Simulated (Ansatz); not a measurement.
AlSiCN in space group R3m (No. 160; Al on 3a, N on 3a, Si on 3a, C on 3a), the program Ansatz at the PBE level (PAW). The conduction-band minimum lies at F, with 3 equivalent valleys. Second derivatives d²E/dk² of the lowest band at one valley (eV·Å²), along Cartesian directions:

```
direction  d²E/dk²
---------  -------
[100]        21.28
[010]        30.60
[001]        20.46
[110]        17.86
[101]        18.74
[011]        24.31
```

Question: Find the principal effective masses, the density-of-states mass and the conductivity mass.

Answer: Off-diagonal terms follow from H_xy = H[110] − (H_xx + H_yy)/2, and m*/mₑ = 7.620 eV·Å² over each eigenvalue: 0.22, 0.35, 0.49. One valley's DOS mass (m₁m₂m₃)^(1/3) = 0.33, conductivity mass 3/(Σ 1/mᵢ) = 0.32 mₑ.

Question: What effective density of states Nc follows at 300 K for parabolic valleys?

Answer: Nc = 2.509e19 × 3 × (0.33)^(3/2) ≈ 1.4e19 cm⁻³.

The start of the workflow was typed in or built on a structure type; neither database checked (COD, Materials Project) lists it. Whether it is the stable phase at ambient conditions was not checked. Symmetry was held in the PBE relaxation; whether a distortion lowers the energy is not shown.

Potentials: the later of the program's two PAW sets.

Edges and masses are those of Kohn–Sham bands, whose gap is no quasiparticle gap.
